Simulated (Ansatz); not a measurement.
Ge:
Space group P6₃/mmc (No. 194); a = b = 3.998 Å, c = 6.594 Å, α = β = 90.00°, γ = 120.00°

```tsv
atom	site	symmetry	x	y	z
Ge	4f	3m.	0.6667	0.3333	0.0629
```

Relaxed at zero pressure with PBEsol in the plane-wave PAW code Ansatz.

### Question
The volume is lowered by 9 % and shape and atoms relax at that volume. What pressure results, and how do the axes share the change?

### Answer
8.0 GPa; a -3.2 %, b -3.2 %, c -3.0 %; the energy rises by 46 meV/atom.

### Question
Give the new structure.

### Answer

Space group P6₃/mmc (No. 194); a = b = 3.871 Å, c = 6.399 Å, α = β = 90.00°, γ = 120.00°

```
atom  site  symmetry       x       y       z
----  ----  --------  ------  ------  ------
Ge      4f       3m.  0.6667  0.3333  0.0632
```

The phase is kept; no other phase was compared at this pressure.

Space group P6_3/mmc. The first step of the workflow began from a Materials Project structure, measured or hypothetical; the Crystallography Open Database copy checked does not list it. It is not the phase usual at ambient conditions (space group No. 227). The cell was relaxed with PBEsol under the symmetry of its start; its stability against distortions is not shown here.

Potentials: the earlier of the program's two PAW sets. The files were generated under PBE; for other functionals the program regenerates the frozen cores, and for LDA and PBEsol the local potential too.
